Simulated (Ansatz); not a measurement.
Values for one crystal, relaxed and computed with plane-wave PAW PBE (Ansatz code); other levels are named.

- Volume per atom: 21.97 Å³
- Band gap: 0.38 eV (indirect)
- Gap with spin–orbit coupling: 0.32 eV
- Smallest direct gap on the standard path: 0.83 eV
- Hole effective mass, band 1 of 2 at the edge: 0.36 along x, 0.60 along z (mₑ)
- Hole effective mass, band 2 of 2 at the edge: 0.056 along x, 0.60 along z (mₑ)
- Valence-band maximum: at Γ

Q: Pick the material that matches.
A) ZrO2, R-3m (Zr on 3a, O on 6c)
B) SiGe, R-3m (Si on 6c, Ge on 6c)
C) SiO2, CdI2 type
D) HfSiO4, I4_1/amd (Hf on 4a, Si on 4b, O on 16h)

A: B, SiGe, R-3m (Si on 6c, Ge on 6c)

The start of the workflow was typed in or built on a structure type; neither database checked (COD, Materials Project) lists it. Whether it is the stable phase at ambient conditions was not checked. The cell was relaxed with PBE under the symmetry of its start; its stability against distortions is not shown here. Spin–orbit coupling is left out wherever it is not named.

Potentials: the later of the program's two PAW sets.
